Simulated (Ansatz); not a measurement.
What a change of settings does to a run on SbAu

The cell was built from the zincblende type and relaxed in the same program, and has space group F-43m; it needn't be a known or the stable phase.

First run: DFT, PBE, all-electron PAW with datasets made for the crystal, scalar-relativistic (Ansatz 0.2.0).

Command: `ansatz run input.yaml --threads 1 --pin off --max-ram 2048MiB --backend cpu --events-out ev --progress --plain --runs-dir out` The run took 24 s on 1 thread of Arm Neoverse V1 (shared host), peak memory 0.6 GiB.

```yaml
crystal:
  lattice:
    - [0.0, 3.1108764896, 3.1108764896]
    - [3.1108764896, 0.0, 3.1108764896]
    - [3.1108764896, 3.1108764896, 0.0]
  atoms:
    - { symbol: Au, position: [0.0, 0.0, 0.0] }
    - { symbol: Sb, position: [0.25, 0.25, 0.25] }
kpoints:
  mp_grid: { grid: [10, 10, 10] }
  band_path:
    path:
      - [0.0, 0.0, 0.0]
      - [-0.5, -0.5, 0.0]
      - [-0.375, -0.375, 0.25]
      - [-0.375, 0.0, 0.375]
      - [0.0, 0.0, 0.0]
      - [0.0, 0.0, 0.5]
      - [-0.5, -0.25, 0.25]
      - [-0.5, -0.5, 0.0]
    npoints: 8
scf:
  occupations: { method: fermi_dirac, width: 0.08 }
hamiltonian:
  xc: pbe
  pseudopotentials: { kind: all_electron, datasets: crystal }
output:
  forces: true
  stress: true
  eigenvalues: true
  efg: { contact_densities: true }
```

Result: converged; pressure -0.02 GPa; no gap on the k mesh; 10 SCF iterations.

No spin–orbit coupling, which matters for the heavy atoms here.

The input is then changed:

```diff
@@ -22,6 +22,7 @@
 scf:
   occupations: { method: fermi_dirac, width: 0.08 }
+  mixing: { preconditioner: resta }
 hamiltonian:
-  xc: pbe
+  xc: revpbe
   pseudopotentials: { kind: all_electron, datasets: crystal }
 output:
```

(1) Predict the outcome of the changed run.

Results:

(1) It converged; pressure 1.25 GPa; no gap on the k mesh; 8 SCF iterations.
